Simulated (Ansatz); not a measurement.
## Cs₂LiScCl₆ — Sc-45 NMR of the central transition

Cell: a COD entry whose atoms were relaxed with PBE, the cell held.

Space group R-3m:H (No. 166); a = 7.2965, c = 35.9890 Å, γ = 120.00°.

| site | Wyckoff | site symmetry | x | y | z |
| --- | --- | --- | --- | --- | --- |
| Cs1 | 6c | 3m | 0.0000 | 0.0000 | 0.1263 |
| Cs3 | 6c | 3m | 0.0000 | 0.0000 | 0.2890 |
| Li | 6c | 3m | 0.0000 | 0.0000 | 0.4110 |
| Sc7 | 3b | -3m | 0.0000 | 0.0000 | 0.5000 |
| Sc8 | 3a | -3m | 0.0000 | 0.0000 | 0.0000 |
| Cl9 | 18h | .m | 0.1574 | 0.8426 | 0.4585 |
| Cl15 | 18h | .m | 0.1715 | 0.8285 | 0.6268 |

One atom of each set is listed; the run and its k-mesh use a cell of 20 atoms with edges of 12.71, 12.71, 12.71 Å.

All values are calculated (Ansatz; DFT, PBE, plane waves and PAW, scalar-relativistic, 420 eV cutoff, Γ-centred 5×5×5 k-points, Fermi–Dirac smearing 0.02 eV), not measured.

Sc-45 has I = 7/2 and Q = -220.0 mb (Pyykkö 2018); at 23.5 T its Larmor frequency is ν₀ = 243.4 MHz. Only the quadrupole interaction is simulated: positions count from each site's isotropic chemical shift, and J coupling is left out, as are shift anisotropy and dipolar coupling, which fast spinning averages.

Problem. Give C_Q, η, the quadrupolar product P_Q = |C_Q|(1 + η²/3)^½, the second-order isotropic shift and the breadth of the pattern (fast magic-angle spinning) for each Sc site.

Solution. 

```tsv
site	first shell	C_Q (MHz)	η	P_Q (MHz)	δ_QIS (ppm)	breadth (kHz)
Sc7	6 Cl at 2.49 Å	3.82	0.00	3.82	-0.629	0.328
Sc8	6 Cl at 2.50 Å	-0.958	0.00	0.958	-0.0395	0.0206
```

δ_QIS = −(ν_Q²/30ν₀²)[I(I+1) − 3/4](1 + η²/3) × 10⁶ ppm with ν_Q = 3|C_Q|/[2I(2I−1)]; it falls as 1/B₀² in ppm, and the breadth as 1/B₀ in kHz.

An axis of threefold or higher order runs through Sc7 and Sc8, so V_zz lies along it and η is zero.

The relaxation (4 steps) took 2.6 min of wall time (2.5 min of CPU time) and 1.4 GiB at its peak, on 1 thread of Intel Xeon Platinum 8488C (Sapphire Rapids) (x86_64; 16 cores open to the job, memory cap 3.0 GiB, no GPU), a shared host with a load of 0.5 a core.
